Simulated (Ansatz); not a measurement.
A relaxed cell of Y₄Sn₃N₄ is given with its symmetry left out. The cell was found from a structure generator's guess, not taken from experiment.

Method: DFT PBE, scalar-relativistic, plane waves, PAW in Ansatz 0.2.0. Cutoff 420 eV, Γ-centred mesh, Gaussian smearing, no spin polarisation.

```xyz
11
Lattice="6.5802 0.0000 0.0000 0.0000 6.5802 0.0000 0.0000 0.0000 6.5802" Properties=species:S:1:pos:R:3 pbc="T T T"
Y     2.1437    2.1437    2.1437
Y     2.1437    4.4365    4.4365
Y     4.4365    2.1437    4.4365
Y     4.4365    4.4365    2.1437
Sn    0.0000    0.0000    3.2901
Sn    3.2901    0.0000    0.0000
Sn    0.0000    3.2901    0.0000
N     2.2245    2.2245    4.3558
N     4.3558    4.3558    4.3558
N     2.2245    4.3558    2.2245
N     4.3558    2.2245    2.2245
```

Formation energies are uncorrected and refer to the elements' standard structures at the same level (N₂ as a molecule). The references include grey tin.

Task: What space group does it have?

Result: P-43m (No. 215). Conventional cell: a = 6.580 Å. Y has 3 N at 2.22 Å, 3 Sn at 3.24 Å and 3 Y at 3.24 Å; Sn is surrounded by 4 Y at 3.24 Å and 4 N at 3.32 Å; around N lie 3 Y at 2.22 Å, 3 N at 3.01 Å and 3 Sn at 3.32 Å.

Task: What is its formation energy per atom?

Result: −0.04 eV/atom. A negative formation energy is needed for stability but isn't enough: competing phases decide.

Task: Is it a metal?

Result: Yes, bands cross the Fermi level on the 6×6×6 mesh.

Task: From what recipe could a structure generator have reached it?

Result: One such recipe: 3-, 4-connected net, the two elements on its two kinds of vertex, guests in its cages (P-43m, No. 215). Other recipes can lead to the same cell.

The last run used a 6×6×6 mesh for its 11-atom cell and Gaussian smearing of 0.10 eV. A structure relaxed within its symmetry needn't be a true minimum.
